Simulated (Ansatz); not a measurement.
# Ga₃AsN₂ (P3m1)

All numbers below come from Ansatz 0.2.0, DFT PBE, scalar-relativistic, plane waves, PAW.

Settings: cutoff 420 eV, Γ-centred mesh 12×12×4 on the computed 6-atom cell, Gaussian smearing of 0.10 eV; no spin polarisation.

The structure is relaxed at this level of theory with its symmetry kept, and needn't be the ground state of this composition.

Space group P3m1 (No. 156). a = 3.468 Å, b = 3.468 Å, c = 8.795 Å, α = 90.00°, β = 90.00°, γ = 120.00°
| atom | site | symmetry | x | y | z |
| --- | --- | --- | --- | --- | --- |
| Ga | 1a | 3m. | 0.0000 | 0.0000 | 0.0478 |
| Ga | 1b | 3m. | 0.3333 | 0.6667 | 0.6253 |
| Ga | 1c | 3m. | 0.6667 | 0.3333 | 0.3360 |
| As | 1b | 3m. | 0.3333 | 0.6667 | 0.9092 |
| N | 1c | 3m. | 0.6667 | 0.3333 | 0.5612 |
| N | 1a | 3m. | 0.0000 | 0.0000 | 0.2704 |

| Item | Value |
| --- | --- |
| Space group | P3m1 (No. 156) |
| Volume per atom | 15.27 Å³ |
| Formation energy from the elements' standard states (uncorrected) | -0.099 eV/atom |
| Kohn–Sham band gap | none (metal) |
| Density of states at the Fermi level | 0.9 states/eV per cell |
| Orbital (Löwdin) character within 0.5 eV of the Fermi level | As 4p 34 %, Ga 4p 22 %, Ga 4s 15 %, N 2p 14 %, N 2s 11 % |
| Bader charge by site (e) | Ga (1 in the cell) 0.86, Ga (1 in the cell) 1.30, Ga (1 in the cell) 1.46, As (1 in the cell) -0.70, N (1 in the cell) -1.45, N (1 in the cell) -1.46 |

The cell was found from a structure generator's guess, not taken from experiment. Löwdin shares on free-atom orbitals overweight diffuse shells.
